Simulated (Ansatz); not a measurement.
Relaxing a structure of Ni

The start is a generated trial cell of Ni in the AFLOW prototype A_hP3_152_a (A8, as in Se). The structure is fully relaxed (lattice and positions, P = 0) with PBEsol (plane waves to 420 eV, PAW, scalar-relativistic; Ansatz, a program for electronic structure). The first steps use a coarse 12×12×9 k-mesh.

The start:
```yaml
crystal:
  lattice:
    - [3.21697, 0.00000, 0.00000]
    - [-1.60849, 2.78598, 0.00000]
    - [0.00000, 0.00000, 3.64976]
  atoms:
    - { symbol: Ni, position: [0.22540, 0.00000, 0.83333] }
    - { symbol: Ni, position: [0.00000, 0.22540, 0.16667] }
    - { symbol: Ni, position: [0.77460, 0.77460, 0.50000] }
```
Spin-polarised start, with parallel moments on Ni.

### Question
By how much does the energy per atom fall from start to end?

### Answer
About 2.6 eV/atom.

### Question
How does the volume change?

### Answer
-4.1 %, from 10.90 to 10.46 Å³/atom.

### Question
How do the shortest distances between atoms change?

### Answer
The closest pairs of elements (up to four, under 3.6 Å), start → end: Ni–Ni 1.75 → 2.39 Å.

### Question
What band gap does the relaxed structure have at this level?

### Answer
No gap (metallic).

### Question
What magnetic moments remain?

### Answer
Net 0.52 μB/atom, ferromagnetic.

Final values are on a 24×24×24 k-mesh of the relaxed cell. The start holds a very short contact (Ni–Ni 1.75 Å). Spin state reached: ferromagnetic (net 0.52 μB/atom), from parallel starting moments; other spin orders were not run from this start.

The run could not lower the symmetry of its start; a shaken copy of this end point relaxes with PBEsol to P6₃/mmc (No. 194), 0.08 eV/atom lower.

The relaxed structure here is a generated cell of Ni: the first start was made by placing the elements on the sites of a structure type, and the end was not matched to a known phase here, so it may be hypothetical. Known forms of Ni include space group No. 225.
